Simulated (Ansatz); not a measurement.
LiCl (rock salt, Fm-3m), a = b = c = 5.0642 Å, α = β = γ = 90.00°; the cell used has 2 atoms.

Relaxed with PBEsol. The program Ansatz at the PBEsol level (PAW) gives a gap of 6.35 eV.

Q: What gap does HSE06 give on the same cell (Ansatz, PAW)?

A: 7.96 eV, 1.62 eV more. The hybrid was solved on a coarser mesh and at special points; its gap is the smallest among all of these.

```tsv
k	v1 PBEsol	c1 PBEsol	v1 HSE06	c1 HSE06
Γ	0.00	6.35	0.00	7.96
X	-1.20	7.78	?	?
L	-0.28	6.58	?	?
W	-1.15	9.52	?	?
K	-0.91	7.91	?	?
```

Q: Top valence (v1) and lowest conduction level (c1) in eV from each method's valence maximum (which need not be a listed point): supply the withheld HSE06 values.

A: 
- L, v1 HSE06: -0.30
- L, c1 HSE06: 8.16
- W, v1 HSE06: -1.22
- W, c1 HSE06: 11.16
- X, v1 HSE06: -1.27
- X, c1 HSE06: 9.35
- K, v1 HSE06: -0.95
- K, c1 HSE06: 9.50

Cost on shared cores: the PBEsol run (SCF on a 9×9×9 mesh, then bands and DOS) around 2.7 core-seconds (rough), the HSE06 run (SCF on 7×7×7, then a few points) around 28 core-seconds (rough); the tasks are unlike.

Symmetry was held in the PBEsol relaxation.

Potentials: the later of the program's two PAW sets.
